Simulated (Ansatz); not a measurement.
Nb₅SiB₂ in space group I4/mcm (No. 140; Nb on 4c, Nb on 16l, Si on 4a, B on 8h), PBE (plane waves, PAW; program Ansatz), all energies at zero smearing, with the estimated change up to a 700 eV cutoff added, with one set of potentials and settings (totals compare only within such a set). Cell of 16 atoms (10 Nb, 2 Si, 4 B): -47428.911 eV.

| element | reference phase | E (eV/atom) |
|---|---|---|
| Nb | Im-3m, 1 atoms in the cell | -4552.2836 |
| Si | Fd-3m, 2 atoms in the cell | -635.8096 |
| B | R-3m, 12 atoms in the cell | -155.9161 |

Formation energy per atom, worked out: (-47428.911 − 10×(-4552.2836) − 2×(-635.8096) − 4×(-155.9161))/16 = -0.674 eV/atom (-65 kJ per mol of atoms), at 0 K, without zero-point energy or fitted corrections.

The workflow started from a Materials Project entry (that database holds measured and hypothetical structures alike); the Crystallography Open Database copy checked does not list it. Its standing as an ambient phase is unchecked. The PBE relaxation kept the symmetry of its start; its stability against distortions is not shown here. The run is not spin-polarised. The references are the lowest solids computed at this level, not always the standard phases.

Potentials: the later of the program's two PAW sets.
